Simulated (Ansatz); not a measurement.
In2Se3:
```yaml
crystal:
  lattice:
    - [7.14977, 0.00000, 0.00000]
    - [-3.57489, 6.19188, 0.00000]
    - [0.00000, 0.00000, 19.40486]
  atoms:
    - { symbol: In, position: [0.33065, 0.98311, 0.99984] }
    - { symbol: In, position: [0.34754, 0.33065, 0.16651] }
    - { symbol: In, position: [0.01689, 0.34754, 0.33317] }
    - { symbol: In, position: [0.66935, 0.01689, 0.49984] }
    - { symbol: In, position: [0.65246, 0.66935, 0.66651] }
    - { symbol: In, position: [0.98311, 0.65246, 0.83317] }
    - { symbol: In, position: [0.00671, 0.69897, 0.47225] }
    - { symbol: In, position: [0.30774, 0.00671, 0.63891] }
    - { symbol: In, position: [0.30103, 0.30774, 0.80558] }
    - { symbol: In, position: [0.99329, 0.30103, 0.97225] }
    - { symbol: In, position: [0.69226, 0.99329, 0.13891] }
    - { symbol: In, position: [0.69897, 0.69226, 0.30558] }
    - { symbol: Se, position: [0.69615, 0.04352, 0.63552] }
    - { symbol: Se, position: [0.65263, 0.69615, 0.80219] }
    - { symbol: Se, position: [0.95648, 0.65263, 0.96886] }
    - { symbol: Se, position: [0.30385, 0.95648, 0.13552] }
    - { symbol: Se, position: [0.34737, 0.30385, 0.30219] }
    - { symbol: Se, position: [0.04352, 0.34737, 0.46886] }
    - { symbol: Se, position: [0.62770, 0.66186, 0.45289] }
    - { symbol: Se, position: [0.96583, 0.62770, 0.61956] }
    - { symbol: Se, position: [0.33814, 0.96583, 0.78622] }
    - { symbol: Se, position: [0.37230, 0.33814, 0.95289] }
    - { symbol: Se, position: [0.03417, 0.37230, 0.11956] }
    - { symbol: Se, position: [0.66186, 0.03417, 0.28622] }
    - { symbol: Se, position: [0.92135, 0.26440, 0.82742] }
    - { symbol: Se, position: [0.65695, 0.92135, 0.99408] }
    - { symbol: Se, position: [0.73560, 0.65695, 0.16075] }
    - { symbol: Se, position: [0.07865, 0.73560, 0.32742] }
    - { symbol: Se, position: [0.34305, 0.07865, 0.49408] }
    - { symbol: Se, position: [0.26440, 0.34305, 0.66075] }
```

Relaxed with PBEsol. Special points in fractions of this cell's reciprocal vectors: Γ (0.000, 0.000, 0.000); M (0.500, 0.000, 0.000); K (0.333, 0.333, 0.000); A (0.000, 0.000, 0.500); L (0.500, 0.000, 0.500); H (0.333, 0.333, 0.500).

**Question.** List the band energies nearest the valence-band maximum at these points for PBEsol in the plane-wave PAW code Ansatz.

**Answer.** In eV from the valence-band maximum; about four levels below and three above (degenerate sets whole), none deeper than 8.9 eV; points with the same levels are listed once.

| k | below | above |
|---|---|---|
| Γ | -0.13 -0.13 -0.12 0.00 | 0.99 1.73 1.84 1.84 |
| M | -0.33 -0.30 -0.30 -0.28 | 1.85 1.94 2.14 |
| K | -0.46 -0.46 -0.33 -0.30 -0.30 | 1.72 2.03 2.03 |
| A | -0.19 -0.19 -0.12 -0.12 | 1.48 1.48 1.76 1.76 |
| L | -0.40 -0.40 -0.25 -0.25 | 1.89 1.89 2.18 2.18 |
| H | -0.43 -0.43 -0.31 -0.31 | 1.82 1.82 2.19 2.19 |

Space group P6_1. The first step of the workflow began from a Materials Project structure, measured or hypothetical; the Crystallography Open Database files this formula in space group No. 169, but the cells were not matched. Its standing as an ambient phase is unchecked. The cell was relaxed with PBEsol under the symmetry of its start; its stability against distortions is not shown here. Spin–orbit coupling is left out wherever it is not named.

Potentials: the later of the program's two PAW sets.
